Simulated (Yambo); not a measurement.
```xyz
6
Lattice="4.7758 0.0000 0.0000 0.0000 4.7758 0.0000 0.0000 0.0000 7.8002" Properties=species:S:1:pos:R:3 pbc="T T T"
H      2.3879     2.3879     0.0000
H      0.0000     0.0000     0.0000
I      0.0000     2.3879     5.1448
I      2.3879     0.0000     2.6554
Ba     2.3879     0.0000     6.4500
Ba     0.0000     2.3879     1.3502
```

BaHI (space group P4/nmm, No. 129): mean Im ε in 1 eV windows above the direct gap of 3.96 eV, for different electron-hole kernels (Yambo, broadening 0.15 eV, PBEsol (pw.x of Quantum ESPRESSO, ONCV potentials, with spin-orbit coupling) bands; 4×4×2 mesh, 16 valence and 28 conduction bands, static screening with 168 bands and a 3 Ry block, scissor 1.41 eV, Tamm-Dancoff; field along x).

```
window (eV)  independent quasiparticles  RPA (no attraction)  BSE
-----------  --------------------------  -------------------  ---
4.0 to 5.0                          0.4                  0.3  5.7
5.0 to 6.0                          4.2                  2.9  7.3
6.0 to 7.0                          7.1                  5.7  5.3
7.0 to 8.0                          6.4                  5.1  4.7
```

This run doesn't resolve bound excitons or single peaks, so only averages are given, and they too depend on the mesh; weight that the attraction moves below the gap isn't listed. All transitions below 8.40 eV are in the band window. The scissor comes from a G0W0 run whose convergence isn't established.

Geometry of the Materials Project entry, not relaxed at this level.
